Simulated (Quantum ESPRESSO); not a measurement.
# SiGa2MgN3As: input and log of a self-consistent run

Simulated, not a measurement. The program is pw.x of Quantum ESPRESSO 7.5 (plane-wave density functional theory). The cell is made up: 8 atoms on a wurtzite lattice, with randomly drawn elements, strain and displacements, not relaxed. PseudoDojo standard norm-conserving files (v0.5 for PBE, v0.4.1 for LDA and PBEsol) set the functional; there is no spin polarisation, spin-orbit coupling or dispersion term, and the masses in the input are unused placeholders.

Input:

```
&control calculation='scf', pseudo_dir='./dojo.nc.sr.pbe.v0_5.standard.upf', outdir='./o', disk_io='low', tprnfor=.true., tstress=.true. /
&system ibrav=0, nat=8, ntyp=5, nbnd=45, ecutwfc=84.00895049, nosym=.true., tot_charge=0,
 occupations='smearing', smearing='fd', degauss=0.0073498644
/
&electrons conv_thr=7.350e-09, electron_maxstep=60, /
ATOMIC_SPECIES
As 1.0 As.upf
Ga 1.0 Ga.upf
Mg 1.0 Mg.upf
N 1.0 N.upf
Si 1.0 Si.upf
CELL_PARAMETERS angstrom
3.403 0.0 0.0
0.0 5.8941 0.0
0.0 0.0 5.557
ATOMIC_POSITIONS angstrom
Si -0.0386 -0.035 -0.0639
Ga 1.7622 3.0365 0.0616
Mg 1.8378 0.9994 2.7935
Ga 0.0401 4.0215 2.7871
N -0.0691 0.0347 1.9676
N 1.6914 2.9472 2.0123
As 1.6622 1.0201 4.8859
N -0.0735 3.9342 4.878
K_POINTS automatic
7 6 6 1 1 1
```

The log is shortened where brackets say so; the opening notice, blank lines, dates and the lines on written files are dropped, and the path of the files is cut. It prints rydbergs, bohrs and kilobars, and counts compression as positive stress.

```
     Program PWSCF v.7.5
     Parallel version (MPI & OpenMP), running on       4 processor cores
     Number of MPI processes:                 4
     Threads/MPI process:                     1
     [start-up lines left out]
     bravais-lattice index     =            0
     lattice parameter (alat)  =       6.4307  a.u.
     unit-cell volume          =     752.1708 (a.u.)^3
     number of atoms/cell      =            8
     number of atomic types    =            5
     number of electrons       =        70.00
     number of Kohn-Sham states=           45
     kinetic-energy cutoff     =      84.0090  Ry
     charge density cutoff     =     336.0358  Ry
     scf convergence threshold =      7.3E-09
     mixing beta               =       0.7000
     number of iterations used =            8  plain     mixing
     Exchange-correlation= PBE
                           (   1   4   3   4   0   0   0)
     [axes and pseudopotential details left out]
   Cartesian axes
     site n.     atom                  positions (alat units)
         1        Si     tau(   1) = (  -0.0113429  -0.0102850  -0.0187775  )
         2        Ga     tau(   2) = (   0.5178372   0.8923009   0.0181017  )
         3        Mg     tau(   3) = (   0.5400529   0.2936820   0.8208933  )
         4        Ga     tau(   4) = (   0.0117837   1.1817514   0.8190126  )
         5        N      tau(   5) = (  -0.0203056   0.0101969   0.5781957  )
         6        N      tau(   6) = (   0.4970320   0.8660594   0.5913312  )
         7        As     tau(   7) = (   0.4884514   0.2997649   1.4357626  )
         8        N      tau(   8) = (  -0.0215986   1.1560976   1.4334411  )
     number of k points=   126  Fermi-Dirac smearing, width (Ry)=  0.0073
     Number of k-points >= 100: set verbosity='high' to print them.
     Dense  grid:    78285 G-vectors     FFT dimensions: (  40,  72,  64)
     Estimated max dynamical RAM per process >     326.55 MB
     Estimated total dynamical RAM >       1.22 GB
     Initial potential from superposition of free atoms
     starting charge      69.9930, renormalised to      70.0000
     Starting wfcs are   48 randomized atomic wfcs
     total cpu time spent up to now is        4.9 secs
     per-process dynamical memory:   288.4 Mb
     Self-consistent Calculation
     iteration #  1     ecut=    84.01 Ry     beta= 0.70
     Davidson diagonalization with overlap
     ethr =  1.00E-02,  avg # of iterations =  5.0
     total cpu time spent up to now is       17.2 secs
     total energy              =    -706.45951663 Ry
     estimated scf accuracy    <       2.00324294 Ry
     iteration #  2     ecut=    84.01 Ry     beta= 0.70
     Davidson diagonalization with overlap
     ethr =  2.86E-03,  avg # of iterations =  4.8
     total cpu time spent up to now is       27.5 secs
     total energy              =    -706.03763421 Ry
     estimated scf accuracy    <       7.04552858 Ry
     iteration #  3     ecut=    84.01 Ry     beta= 0.70
     Davidson diagonalization with overlap
     ethr =  2.86E-03,  avg # of iterations =  3.0
     total cpu time spent up to now is       36.9 secs
     total energy              =    -707.41910935 Ry
     estimated scf accuracy    <       0.44991967 Ry
     iteration #  4     ecut=    84.01 Ry     beta= 0.70
     Davidson diagonalization with overlap
     ethr =  6.43E-04,  avg # of iterations =  2.0
     total cpu time spent up to now is       45.1 secs
     total energy              =    -707.46398139 Ry
     estimated scf accuracy    <       0.08026788 Ry
     iteration #  5     ecut=    84.01 Ry     beta= 0.70
     Davidson diagonalization with overlap
     ethr =  1.15E-04,  avg # of iterations =  4.0
     total cpu time spent up to now is       53.9 secs
     total energy              =    -707.45673379 Ry
     estimated scf accuracy    <       0.03711039 Ry
     [iterations 6 to 7 left out]
     iteration #  8     ecut=    84.01 Ry     beta= 0.70
     Davidson diagonalization with overlap
     ethr =  2.43E-06,  avg # of iterations =  2.1
     total cpu time spent up to now is       83.1 secs
     total energy              =    -707.46246258 Ry
     estimated scf accuracy    <       0.00014669 Ry
     iteration #  9     ecut=    84.01 Ry     beta= 0.70
     Davidson diagonalization with overlap
     ethr =  2.10E-07,  avg # of iterations =  2.0
     total cpu time spent up to now is       91.7 secs
     total energy              =    -707.46248261 Ry
     estimated scf accuracy    <       0.00001021 Ry
     iteration # 10     ecut=    84.01 Ry     beta= 0.70
     Davidson diagonalization with overlap
     ethr =  1.46E-08,  avg # of iterations =  3.8
     total cpu time spent up to now is      101.0 secs
     total energy              =    -707.46248434 Ry
     estimated scf accuracy    <       0.00000196 Ry
     iteration # 11     ecut=    84.01 Ry     beta= 0.70
     Davidson diagonalization with overlap
     ethr =  2.80E-09,  avg # of iterations =  2.0
     total cpu time spent up to now is      110.0 secs
     total energy              =    -707.46248456 Ry
     estimated scf accuracy    <       0.00000054 Ry
     iteration # 12     ecut=    84.01 Ry     beta= 0.70
     Davidson diagonalization with overlap
     ethr =  7.72E-10,  avg # of iterations =  2.0
     total cpu time spent up to now is      118.8 secs
     End of self-consistent calculation
     Number of k-points >= 100: set verbosity='high' to print the bands.
     the Fermi energy is     9.6653 ev
!    total energy              =    -707.46248465 Ry
     estimated scf accuracy    <          6.7E-09 Ry
     smearing contrib. (-TS)   =      -0.00018110 Ry
     internal energy E=F+TS    =    -707.46230356 Ry
     The total energy is F=E-TS. E is the sum of the following terms:
     one-electron contribution =    -346.10931414 Ry
     hartree contribution      =     216.87454771 Ry
     xc contribution           =    -168.87948037 Ry
     ewald contribution        =    -409.34805677 Ry
     convergence has been achieved in  12 iterations
     Forces acting on atoms (cartesian axes, Ry/au):
     atom    1 type  5   force =    -0.00629820   -0.24811118    0.24970675
     atom    2 type  2   force =    -0.02783012    0.16585583    0.10216758
     atom    3 type  3   force =    -0.03383775    0.01019336   -0.28509596
     atom    4 type  2   force =    -0.01105504   -0.01326832   -0.07595701
     atom    5 type  4   force =     0.05342840   -0.06468447   -0.07875513
     atom    6 type  4   force =     0.00572985    0.05809174    0.04180536
     atom    7 type  1   force =    -0.02117945   -0.00282396    0.05148406
     atom    8 type  4   force =     0.04104231    0.09474701   -0.00535565
     Total force =     0.532412     Total SCF correction =     0.000575
     Computing stress (Cartesian axis) and pressure
          total   stress  (Ry/bohr**3)                   (kbar)     P=       77.03
   0.00070620  -0.00000982  -0.00019149          103.89       -1.44      -28.17
  -0.00000982   0.00043350  -0.00004542           -1.44       63.77       -6.68
  -0.00019149  -0.00004542   0.00043127          -28.17       -6.68       63.44
     init_run     :      4.63s CPU      4.81s WALL (       1 calls)
     electrons    :    113.45s CPU    113.90s WALL (       1 calls)
     forces       :      1.45s CPU      1.45s WALL (       1 calls)
     stress       :      5.26s CPU      5.26s WALL (       1 calls)
     [timing details left out]
     PWSCF        :   2m 4.91s CPU   2m 5.62s WALL
     JOB DONE.
```

In other units: free energy -9625.517 eV for the cell, pressure 7.70 GPa, largest force component 7.330 eV/Å. A rerun of this cell at 1437 eV and a 9 x 8 x 8 mesh moved values by no more than 0.002 eV in energy, 0.03 GPa in stress and 0.008 eV/Å in force.